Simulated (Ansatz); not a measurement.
## SnO₂ (rutile type) under strong compression

```yaml
crystal:
  lattice:
    - [4.82702, 0.00000, 0.00000]
    - [0.00000, 4.82702, 0.00000]
    - [0.00000, 0.00000, 3.23828]
  atoms:
    - { symbol: Sn, position: [0.00000, 0.00000, 0.00000] }
    - { symbol: Sn, position: [0.50000, 0.50000, 0.50000] }
    - { symbol: O, position: [0.30657, 0.30657, 0.00000] }
    - { symbol: O, position: [0.69343, 0.69343, 0.00000] }
    - { symbol: O, position: [0.80657, 0.19343, 0.50000] }
    - { symbol: O, position: [0.19343, 0.80657, 0.50000] }
```

The cell comes from a relaxation on PAW files under the same functional, begun from a prototype that needn't be the stable phase.

Its volume is scaled, and at each volume shape and atoms are relaxed on PAW files; all methods then take that cell.

Level of theory: DFT with PBE, scalar-relativistic, in Ansatz 0.2.0; a Γ-centred 8×8×11 k mesh, Fermi–Dirac smearing of 0.05 eV, no spin polarisation. LAPW: all electrons, basis error target 1 meV/atom; PAW: frozen-core files, cutoff 420 eV; crystal datasets: all electrons, by PAW datasets that the program makes for each cell; norm-conserving: pseudopotentials, cutoff 1240 eV; PAW (cutoff 800 eV): frozen-core files, cutoff 800 eV.

Energies are extrapolated to zero smearing and count from the unscaled cell; pressure is positive in compression; gaps take the mesh and a band path. No temperature or zero-point motion is included.

Spin–orbit coupling is left out, which matters for the heavy atoms. The structure type is held throughout; the real material can change phase at far lower pressure.

```csv
V/V0,V (Å³/atom),P LAPW (GPa),ΔE LAPW (eV/atom),P PAW − LAPW (GPa),ΔE PAW − LAPW (meV/atom),gap (eV),space group,shortest distance (Å)
1.00,12.58,0.01,0.000,0.02,0.0,0.68,P4_2/mnm,2.089
0.94,11.82,12.24,0.027,0.06,0.2,–,P4_2/mnm,2.034
0.88,11.07,29.9,0.124,0.12,0.6,–,P4_2/mnm,1.978
0.80,10.06,?,?,?,?,?,?,?
0.72,9.05,122.4,0.991,0.44,4.1,4.59,P4_2/mnm,1.832
0.62,7.80,244.1,2.381,0.61,7.8,5.53,P4_2/mnm,1.736
```

Task: Fit the Vinet equation to the LAPW pressures shown (residuals weighted by 1/(|P| + 0.03·Pmax)), and predict the pressure of the withheld row.

Result: The fit gives V0 = 12.58 Å³/atom, B0 = 172 GPa and B0′ = 4.86. At 10.06 Å³/atom, x = (V/V0)^(1/3) = 0.9283, and P = 3·B0·(1 − x)/x²·exp[1.5·(B0′ − 1)·(1 − x)] = 65.0 GPa. The run itself gave 65.5 GPa (-0.9 % off) and ΔE = 0.415 eV/atom.

Task: From the table, what is the rise of the enthalpy H = E + pV up to the last row, and how stiff is the crystal between the last two rows?

Result: ΔH = 2.381 eV + (244.1 GPa × 7.80 Å³ − 0.01 GPa × 12.58 Å³) × 0.006242 eV/(GPa·Å³) = 14.26 eV/atom, of which pV makes 83 %. The mean bulk modulus there is −ΔP/Δln V = 814 GPa.

Task: At the smallest volume, how far do crystal datasets and norm-conserving and PAW (cutoff 800 eV) lie from LAPW in pressure?

Result: crystal datasets: 0.00 GPa; norm-conserving: +2.11 GPa; PAW (cutoff 800 eV): +0.13 GPa, on a LAPW pressure of 244.1 GPa.

Task: How do the Löwdin populations by LAPW change from the unscaled cell to the last row?

Result: Sn 5s 0.88 → 0.67, Sn 5p 1.48 → 1.51, O 2s 1.73 → 1.63, O 2p 5.04 → 5.25 electrons an atom. These are projections on the shells that the free atoms fill; 0.24 e a cell lies outside them at the start and 0.29 e at the end.
